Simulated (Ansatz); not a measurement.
SiC (zinc blende, F-43m), plane-wave PAW r²SCAN (Ansatz code): ε∞ = 6.52, cell volume 20.67 Å³. Infrared-active transverse modes:

| ω_TO (cm⁻¹) | oscillator strength S_xx (e²/amu) |
|---|---|
| 798.5 | 0.8788 |

Q: Compute the static dielectric constant.

A: Each mode adds (4.921e7/V) S/ω²: 3.28. So ε0 = 9.80.

Q: What LO frequency does the Lyddane–Sachs–Teller relation give?

A: ω_LO = ω_TO √(ε0/ε∞) = 979 cm⁻¹.

The r²SCAN relaxation kept the symmetry of its start; phonons on a q-mesh show no instability.

Potentials: the earlier of the program's two PAW sets.
